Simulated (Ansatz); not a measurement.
Input and command of a calculation in Ansatz (plane waves; scalar-relativistic PAW potentials unless the input names others):

```yaml
crystal:
  lattice:
    - [-2.5243440252, 2.5243440252, 4.7380228205]
    - [2.5243440252, -2.5243440252, 4.7380228205]
    - [2.5243440252, 2.5243440252, -4.7380228205]
  atoms:
    - { symbol: Ta, position: [0.2005536797, 0.2005536797, 0.0] }
    - { symbol: Ta, position: [0.7994463203, 0.7994463203, 0.0] }
    - { symbol: O, position: [0.0, 0.0, 0.0] }
    - { symbol: O, position: [0.4739665457, -0.081287123, 0.0] }
    - { symbol: O, position: [-0.081287123, 0.4739665457, 0.0] }
    - { symbol: O, position: [0.081287123, 0.081287123, 0.5552536687] }
    - { symbol: O, position: [0.5260334543, 0.5260334543, 0.4447463313] }
kpoints:
  mp_grid: { grid: [8, 8, 8] }
hamiltonian:
  xc: pbesol
scf:
  occupations: { method: gaussian, width: 0.05 }
output:
  forces: true
  eigenvalues: true
  stress: true
accuracy: low
```

```bash
ansatz run input.yaml --threads 2 --pin off --max-ram 5120MiB --backend cpu --events-out ev --progress --plain --runs-dir out
```

Abridged log:
```
Basis set: ecut = 420 eV, 2331 PW (Γ), exchange–correlation on 80×80×80 points (8 copies of the dense FFT grid, shifted against one another)
Bands: 35, of which v1, the nominal top of the filled ones, is band 28 counted from 1 (27 counted from 0)
Symmetry: 8 space group operations
k-points: 59 of 512 (time reversal used)
SCF iter   1: F=—  HF=-22424.052731 eV  |F-HF|=—  |Δ(HF+E_count)|=         —  Δρ=1.28e-2  dr2=1.70e-1  ethr=1.77e-3  ⟨swp⟩=5.9  Hψ=8618  notcnv=0
SCF iter   2: F=—  HF=-22424.020285 eV  |F-HF|=—  |Δ(HF+E_count)|=   3.24e-2  Δρ=4.12e-3  dr2=1.46e-2  ethr=3.04e-4  ⟨swp⟩=2.0  Hψ=3728  notcnv=0  defer=128
SCF iter   3: F=—  HF=-22424.017381 eV  |F-HF|=—  |Δ(HF+E_count)|=   2.90e-3  Δρ=1.15e-3  dr2=8.39e-4  ethr=2.61e-5  ⟨swp⟩=2.0  Hψ=2966  notcnv=0  defer=69
automatic band count: iteration 3 solves 34 bands in place of 35: the levels show a gap, and the empty bands left out lie too high to hold charge; the band table lists the bands solved (type scf.n_extra_bands for more)
SCF iter   4: F=—  HF=-22424.017990 eV  |F-HF|=—  |Δ(HF+E_count)|=   6.09e-4  Δρ=2.48e-4  dr2=1.05e-4  ethr=1.50e-6  ⟨swp⟩=2.9  Hψ=4056  notcnv=0  defer=69
SCF iter   5: F=—  HF=-22424.018021 eV  |F-HF|=—  |Δ(HF+E_count)|=   3.12e-5  Δρ=1.73e-4  dr2=4.23e-5  ethr=1.88e-7  ⟨swp⟩=2.0  Hψ=3055  notcnv=0  defer=69
SCF iter   6: F=—  HF=-22424.018040 eV  |F-HF|=—  |Δ(HF+E_count)|=   1.86e-5  Δρ=7.32e-5  dr2=7.85e-6  ethr=7.55e-8  ⟨swp⟩=2.0  Hψ=3058  notcnv=0  defer=69
SCF iter   7: F=—  HF=-22424.018043 eV  |F-HF|=—  |Δ(HF+E_count)|=   2.76e-6  Δρ=2.08e-5  dr2=6.87e-7  ethr=1.40e-8  ⟨swp⟩=2.0  Hψ=2787  notcnv=0  defer=69
SCF iter   8: F=-22424.018044 eV  HF=-22424.018044 eV  |F-HF|=2.70e-8  |Δ(HF+E_count)|=   1.10e-6  Δρ=4.65e-6  dr2=2.90e-8  ethr=1.79e-10  ⟨swp⟩=9.4  Hψ=9097  notcnv=0
SCF 1 converged in 8 iterations: F = -22424.018044 eV  dr2 = 2.90e-8
SCF converged after 8 iterations
Free energy (F): -22424.018044 eV
Harris-Foulkes:  -22424.018044 eV  (|F-HF|=2.70e-8)
Internal energy: -22424.018044 eV  (E = F + TS)
E sigma→0 (E₀):  -22424.018044 eV
Fermi energy:    5.404196 eV
--- Forces (eV/Å), atoms counted from 1 ---
  atom   1  Ta     0.00000000     0.00000000    -0.00071299
  atom   2  Ta     0.00000000     0.00000000     0.00071299
  atom   3  O      0.00000000     0.00000000     0.00000000
  atom   4  O      0.00020207    -0.00020207    -0.00122289
  atom   5  O     -0.00020207     0.00020207    -0.00122289
  atom   6  O     -0.00020207    -0.00020207     0.00122289
  atom   7  O      0.00020207     0.00020207     0.00122289
--- Stress (GPa, compression-positive) ---
       -0.010057       0.000000       0.000000
        0.000000      -0.010057       0.000000
        0.000000       0.000000      -0.014215
  P = ⅓ Tr σ = -0.0114 GPa (-0.114 kbar)
```

Apart from outputs, empty bands and the relaxation, which only the reference makes, the input differs from a reference run on usual settings in accuracy: not typed → "low"; basis.ecutwfc: 420 → not typed. The reference, at the same geometry, ended its own course with pressure -0.01 GPa, largest force 0.001 eV/Å, gap on the mesh 2.90 eV. This run converged in 8 SCF iterations with an energy at zero smearing within 0.01 meV/atom of the reference's, pressure -0.01 GPa, largest force 0.001 eV/Å, gap on the mesh 2.90 eV. Its accuracy level is looser than usual, yet energy, pressure and forces hardly moved.

The run took 20 s on 2 threads of Arm Neoverse N1, on a shared host, peak memory 0.45 GiB.